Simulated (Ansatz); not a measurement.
HfO₂ from its elements: all-electron against pseudopotential results

```yaml
crystal:
  lattice:
    - [0.00000, 2.54881, 2.54881]
    - [2.54881, 0.00000, 2.54881]
    - [2.54881, 2.54881, 0.00000]
  atoms:
    - { symbol: Hf, position: [0.00000, 0.00000, 0.00000] }
    - { symbol: O, position: [0.25000, 0.25000, 0.25000] }
    - { symbol: O, position: [0.75000, 0.75000, 0.75000] }
```

The cell comes from a relaxation on PAW files under the same functional, begun from a database entry that needn't be the ground state.

Computed with Ansatz 0.2.0; functional PBE, scalar-relativistic. Settings: a Γ-centred 9×9×9 k mesh, Fermi–Dirac smearing of 0.02 eV, no spin polarisation. Methods: LAPW: all electrons, basis error target 0.5 meV/atom; PAW: frozen-core files, cutoff 420 eV.

The elements are taken as Hf hcp, O O2 gas, each relaxed on PAW files under the same functional and computed by the same method as the compound; zero-point and thermal terms are left out.

Spin–orbit coupling is left out, which matters for the heavy atoms.

Give the formation energy by each method, with the residual pressure at this cell and the LAPW gap.



```csv
method,ΔE(formation) (eV/atom),P at this cell (GPa),gap (eV)
LAPW,-3.363,0.00,3.74
PAW,-3.370,0.00,–
```

Give the LAPW value for one formula unit in kJ/mol.

-3.363 eV/atom × 3 atoms × 96.485 kJ/(mol·eV) = -973.4 kJ/mol, at zero temperature and without zero-point motion.
